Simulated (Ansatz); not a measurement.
SrTiO$_{3}$ (cubic perovskite)

```
CELL_PARAMETERS angstrom
      3.90695     0.00000     0.00000
      0.00000     3.90695     0.00000
      0.00000     0.00000     3.90695
ATOMIC_POSITIONS crystal
  Sr 0.00000 0.00000 0.00000
  Ti 0.50000 0.50000 0.50000
  O  0.00000 0.50000 0.50000
  O  0.50000 0.50000 0.00000
  O  0.50000 0.00000 0.50000
```

The slice is a {110} plane (indices of the conventional cell) through the point (0.000, 0.500, 0.500) (fractional), spanned by u = [100] and v = [011] in vectors of this cell: u (3.91 Å) and v (5.53 Å, at 90° to u). It covers one period; positions are fractions (u, v).

Computed with r2SCAN (plane waves to 500 eV, PAW, scalar-relativistic; Ansatz, a program for electronic structure). k mesh 9×9×9. Inside the PAW spheres the values are not all-electron values, and peaks at nuclei hang on which shells count as valence. SrTiO3 is run without spin polarisation. SrTiO3 was relaxed with its symmetry unable to fall.

What is the ELF at the midpoint of the shortest Ti–O line in this plane (1.95 Å)?

0.20.

What is the valence density on the shortest Ti–O line in this plane (1.95 Å), at its midpoint?

0.70 e/Å³.

Sketch the electron localisation function (ELF) on this plane as a map.


```
|xxxx%%@@##::--##**xxxxxx**##--::##@@%%xx|
|xx%%@@@@**..::**##**xx**##**::..**@@@@%%|
|@@@@@@%%++..  --++######++--  ..++%%@@@@|
|@@%%%%##--..    ..--==--..    ..--##%%%%|
|****++==..                      ..==++**|
|........                          ......|
|                                        |
|::::..                              ..::|
|%%%%**==..                      ..==**%%|
|@@@@@@%%++..                  ..++%%@@@@|
|@@@@@@@@%%==                  ==%%@@@@@@|
|xx##@@@@@@##::              ::##@@@@@@##|
|xxxx##@@@@%%--              --%%@@@@##xx|
|xxxxxx@@@@@@==              ==@@@@@@xxxx|
|xxxx##@@@@%%--              --%%@@@@##xx|
|xx##@@@@@@##::              ::##@@@@@@##|
|@@@@@@@@%%==                  ==%%@@@@@@|
|@@@@@@%%++..                  ..++%%@@@@|
|%%%%**==..                      ..==**%%|
|::::..                              ..::|
|                                        |
|........                          ......|
|****++==..                      ..==++**|
|@@%%%%##--..    ..--==--..    ..--##%%%%|
|@@@@@@%%++..  --++######++--  ..++%%@@@@|
|xx%%@@@@**..::**##**xx**##**::..**@@@@%%|
|xxxx%%@@##::--##**xxxxxx**##--::##@@%%xx|
|xxxxxx@@##::==##xxxxxxxxxx##==::##@@xxxx|
```
Scale: ten equal steps from 0.01 (start of ' ') to 0.87 (end of '@'), in the order ' .:-=+*#%@'. Values: electron localisation function (ELF). The map has 20 points along u (two characters each, u = 0 at the left) and 28 along v (v = 0 in the bottom row). Points within 0.4 Å of a nucleus are blanked (x), as the pseudised field means little there.
